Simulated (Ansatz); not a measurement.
# AlIn₂As₃: rattling a relaxed structure

The cell was found from a structure generator's guess, not taken from experiment.

The calculation used Ansatz, DFT PBE, scalar-relativistic, plane waves, PAW. Cutoff 420 eV; k points 12×12×4 on the computed 6-atom cell (Γ-centred); Gaussian smearing, width 0.10 eV; no spin polarisation.

The cell below (6 atoms, space group P3m1 (No. 156)) is relaxed within its symmetry.

```
CELL_PARAMETERS angstrom
4.26282 0.00000 0.00000
-2.13141 3.69171 0.00000
0.00000 0.00000 10.46252
ATOMIC_POSITIONS crystal
Al 0.00000 0.00000 0.00013
In 0.33333 0.66667 0.67236
In 0.66667 0.33333 0.32625
As 0.00000 0.00000 0.76370
As 0.33333 0.66667 0.41785
As 0.66667 0.33333 0.06971
```

For the test a repeat of it with 12 atoms (edges 4.26, 7.38, 10.46 Å) was strained at random (σ = 1.5 % a component), the atoms were moved at random (σ = 0.05 Å), and all was relaxed again on a coarse 6×4×2 mesh (in the run’s order of axes) with 0.20 eV smearing, with no symmetry imposed.

Question: Is the structure stable against such a distortion?

Answer: It returns, within 1 meV/atom of the unmoved cell on that mesh and with the same symmetry when read at 0.1 Å (Cm at 0.01 Å, so small strains and shifts remain). No instability shows in this cell; modes of other wave vectors, which need another repeat, aren't tested.
